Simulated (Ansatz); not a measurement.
This cell of MgB₂ (AlB2 type, space group P6/mmm) is off equilibrium:

```yaml
crystal:
  lattice:
    - [6.13485, 0.00000, 0.00000]
    - [-1.53371, 2.65647, 0.00000]
    - [3.06742, 0.00000, 3.51484]
  atoms:
    - { symbol: Mg, position: [0.00000, 0.00000, 0.00000] }
    - { symbol: Mg, position: [0.50000, 0.00000, 0.00000] }
    - { symbol: B, position: [0.94490, 0.69490, 0.50000] }
    - { symbol: B, position: [0.38843, 0.63843, 0.50000] }
    - { symbol: B, position: [0.05510, 0.30510, 0.50000] }
    - { symbol: B, position: [0.61157, 0.36157, 0.50000] }
```

All values below come from r2SCAN (plane waves to 500 eV, PAW, scalar-relativistic; Ansatz, a program for electronic structure). k mesh 17×17×17 (Γ-centred), Fermi-Dirac smearing 0.05 eV. Stress and pressure are positive under compression. With partly filled bands, energies and forces of such displacements shift with the k mesh and the smearing. MgB2 was relaxed with its symmetry unable to fall.

### Question
What forces act on the atoms (eV/Å, Cartesian)?

### Answer
```json
[
 {"atom": "Mg1", "Fx": "0.000", "Fy": "0.000", "Fz": "0.000"},
 {"atom": "Mg2", "Fx": "0.000", "Fy": "0.000", "Fz": "0.000"},
 {"atom": "B3", "Fx": "-3.202", "Fy": "-1.849", "Fz": "0.000"},
 {"atom": "B4", "Fx": "2.449", "Fy": "1.414", "Fz": "0.000"},
 {"atom": "B5", "Fx": "3.202", "Fy": "1.849", "Fz": "0.000"},
 {"atom": "B6", "Fx": "-2.449", "Fy": "-1.414", "Fz": "0.000"}
]
```

### Question
Give the stress tensor in GPa and the pressure.

### Answer
```
    1.6     -1.1      0.0
   -1.1      2.9      0.0
    0.0      0.0      4.6
```
The pressure, a third of the trace, is 3.1 GPa.

(For displaced atoms, the force is minus the slope of the energy, and its curvature is a force constant, which sets phonon frequencies.)
